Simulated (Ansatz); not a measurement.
# K: enthalpy against pressure

K, P4/mmm, a = 6.106 Å, c = 11.595 Å. This isn't the element's structure at ambient conditions. Ansatz: r2SCAN, PAW, 500 eV, Γ-centred 6×6×4 mesh on 5 atoms, Gaussian smearing 0.10 eV; no spin polarisation. Cell and atoms are relaxed at each pressure, and no other structure is tried, so the rows at high pressure may lie past a change of phase. y is the enthalpy over the state at zero pressure; there V0 = 86.475 Å³/atom. The pressures are the targets, met within 0.03 GPa.

```
P (GPa) y (eV/atom)
    0.0       0.0000
    3.0       1.1939
    8.0       2.5447
   15.0       3.9208
   30.0            ?
   60.0       9.2335
```

Problem. Fit y = c1 P + c2 P² + c3 P³ to the other rows, say what c1 and c2 mean, and predict the missing value.

Solution. Least squares on the rows shown. y = 0.41126 P − 0.011961 P² + 0.00012786 P³. Since dH/dP = V, c1 is V0: 0.41126 eV/GPa × 160.2 = 65.884 Å³ against 86.475; c2 = −V0/(2B0) gives B0 = 17 GPa, where a Birch–Murnaghan fit to the volumes of the same runs (not shown) gives 2.4 GPa. The volume falls by 83 % over the range, most steeply at the start, which a cubic can't follow: here c1 isn't V0 and c2 doesn't give B0. Above P = −c2/(3 c3) = 31 GPa the cubic's slope, the volume, would rise with pressure, so the form fails there. At P = 30.0 the fit asked for gives 5.0251 eV/atom. The run gave 6.0723 eV/atom, so the fit is 1.0472 eV/atom too low, 11 % of the span of the series, against an rms of 0.0398 eV/atom on the fitted rows. With a term in P⁴ added, a fit to the same known rows (none to spare) predicts 8.1313 eV/atom, which misses by about as much or more on the other side: the known rows don't fix the higher terms.

The mesh isn't the same in all rows (6×6×4, 8×8×4, 8×8×6, 10×10×6).